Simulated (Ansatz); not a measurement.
Mg2Sn in space group P-62m (No. 189; Mg on 3g, Mg on 1a, Sn on 2c) at seven volumes, plane-wave PAW PBEsol (Ansatz code), shape and atoms relaxed at each. One row is withheld.

| V (Å³/atom) | P (GPa) |
|---|---|
| 21.014 | 5.12 |
| 21.707 | 3.13 |
| 22.400 | 1.44 |
| 23.092 | 0.00 |
| 23.785 | -1.22 |
| 24.478 | -2.27 |
| 25.171 | ? |

Problem. Fit the shown pressures and predict the withheld one.

Solution. P = (3/2)B₀(x^(7/2) − x^(5/2))[1 + (3/4)(B′ − 4)(x − 1)] with x = (V₀/V)^(2/3). Least squares on the six rows gives V₀ = 23.093 Å³/atom, B₀ = 44.2 GPa, B′ = 4.34. At V = 25.171, x = 0.9442 and P = -3.16 GPa. The run itself gave -3.16 GPa.

The first step of the workflow began from a Materials Project structure, measured or hypothetical; the Crystallography Open Database copy checked does not list it. COD files the formula under space group No. 225, 227, so this cell is another polymorph or a model. With Mg and Sn taken as one species the cell has the higher symmetry P6_3/mmc, so it may be an ordered model of a mixed-site phase. Whether it is the stable phase at ambient conditions was not checked. The cell was relaxed with PBEsol under the symmetry of its start; of distortions, only those at the zone centre were tested. Spin–orbit coupling is left out wherever it is not named.

Potentials: the later of the program's two PAW sets.
